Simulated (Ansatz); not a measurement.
SiC (CsCl type, Pm-3m) at seven volumes, DFT-r²SCAN in the program Ansatz with PAW potentials, scaled uniformly. One row is withheld.

```csv
V (Å³/atom),P (GPa)
8.175,22.13
8.444,13.53
8.713,6.20
8.983,0.00
9.252,-5.15
9.522,?
9.791,-13.12
```

### Question
Fit the shown pressures and predict the withheld one.

### Answer
P = (3/2)B₀(x^(7/2) − x^(5/2))[1 + (3/4)(B′ − 4)(x − 1)] with x = (V₀/V)^(2/3). Least squares on the six rows gives V₀ = 8.985 Å³/atom, B₀ = 187 GPa, B′ = 4.75. At V = 9.522, x = 0.9620 and P = -9.46 GPa. The run itself gave -9.47 GPa.

A made-up cell: these elements were put on the sites of a structure type; neither database checked (COD, Materials Project) lists it. It is not the phase usual at ambient conditions (space group No. 186, 216). The r²SCAN relaxation kept the symmetry of its start. At this level the phase is mechanically unstable.

Potentials: the later of the program's two PAW sets.
